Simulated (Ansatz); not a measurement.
Y:
```
CELL_PARAMETERS angstrom
      3.26734     0.00000     0.00000
      0.00000     3.26734     0.00000
      0.00000     0.00000     3.26734
ATOMIC_POSITIONS crystal
  Y  0.00000 0.00000 0.00000
```

Relaxed with PBE.

List the phonon frequencies at the special points (DFPT on a 4×4×4 q-mesh, Fourier-interpolated; PBE in the plane-wave PAW code Ansatz).

In cm⁻¹.

```csv
q,frequencies
Γ,0 0 0
X,71i 71i 150
M,75i 148 148
R,160 160 160
```

Space group Pm-3m (simple cubic). The cell is a constructed one: a structure type filled with these elements; neither database checked (COD, Materials Project) lists it. It is not the phase usual at ambient conditions (space group No. 194). The cell was relaxed with PBE under the symmetry of its start. At this level the phase is dynamically unstable (imaginary phonons). No spin polarisation was allowed. As this level gives no gap, phonon frequencies hold no LO–TO term and depend on the k-mesh and smearing (Fermi–Dirac, 0.1 eV here).

Potentials: the later of the program's two PAW sets.
